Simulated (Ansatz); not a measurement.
Data:

SiC:
```xyz
2
Lattice="0.0000 2.1785 2.1785 2.1785 0.0000 2.1785 2.1785 2.1785 0.0000" Properties=species:S:1:pos:R:3 pbc="T T T"
Si     3.2677     3.2677     3.2677
C      0.0000     0.0000     0.0000
```

This is the PBEsol-relaxed structure.

Task: All from the program Ansatz at the PBEsol level (PAW), unless another level is named. Estimate the largest static χ(2) component.

Result: 24 pm/V.

Task: And the electronic dielectric constant ε∞ (DFPT)?

Result: 7.06.

Task: Next, the Born charges (a third of the trace)?

Result: Si +2.72, C -2.72 e.

Space group F-43m (zinc blende). The cell was relaxed with PBEsol under the symmetry of its start.

Potentials: the earlier of the program's two PAW sets. The files were generated under PBE; for other functionals the program regenerates the frozen cores, and for LDA and PBEsol the local potential too.
